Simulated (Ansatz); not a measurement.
NbAgO₃ (cubic perovskite, space group No. 221) at seven volumes, DFT-LDA in the program Ansatz with PAW potentials, scaled uniformly. One row is withheld.

```
V (Å³/atom)  P (GPa)
-----------  -------
10.947         26.13
11.308         15.95
11.669          7.32
12.029          0.00
12.390             ?
12.751        -11.49
13.112        -15.96
```

Fit the shown pressures and predict the withheld one.

P = (3/2)B₀(x^(7/2) − x^(5/2))[1 + (3/4)(B′ − 4)(x − 1)] with x = (V₀/V)^(2/3). Least squares on the six rows gives V₀ = 12.030 Å³/atom, B₀ = 224 GPa, B′ = 4.46. At V = 12.390, x = 0.9805 and P = -6.18 GPa. The run itself gave -6.22 GPa.

Space group Pm-3m (cubic perovskite). The first step of the workflow began from a Materials Project structure, measured or hypothetical; the Crystallography Open Database copy checked does not list it. COD files the formula under space group No. 57, so this cell is another polymorph or a model. Its standing as an ambient phase is unchecked. The LDA relaxation kept the symmetry of its start. At this level the phase is dynamically unstable (imaginary phonons). No spin polarisation was allowed.

Potentials: the later of the program's two PAW sets.
